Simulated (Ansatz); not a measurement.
CrN in space group P-6m2 (No. 187; Cr on 1f, N on 1c), DFT-r²SCAN in the program Ansatz with PAW potentials, all energies at zero smearing, with the estimated change up to a 700 eV cutoff added, with one set of potentials and settings (totals compare only within such a set). Cell of 2 atoms (1 Cr, 1 N): -3768.511 eV.

| element | reference phase | E (eV/atom) |
|---|---|---|
| Cr | Im-3m, 2 atoms in the cell, spin-polarised | -3382.7158 |
| N | Pa-3, 8 atoms in the cell | -384.8315 |

Formation energy per atom, worked out: (-3768.511 − 1×(-3382.7158) − 1×(-384.8315))/2 = -0.482 eV/atom (-46 kJ per mol of atoms), at 0 K, without zero-point energy or fitted corrections.

The first step of the workflow began from a Materials Project structure, measured or hypothetical; the Crystallography Open Database copy checked does not list it. COD files the formula under space group No. 225, so this cell is another polymorph or a model. Its standing as an ambient phase is unchecked. The r²SCAN relaxation kept the symmetry of its start; its stability against distortions is not shown here. The final state is ferromagnetic, the only order run, not a proven ground state. The cell computed holds one magnetic atom, so no antiferromagnetic order was within reach. Other orbital occupations within this spin state were not tried. No Hubbard U is applied. The references are the lowest solids computed at this level, not always the standard phases (solids in place of the gases).

Potentials: the later of the program's two PAW sets.
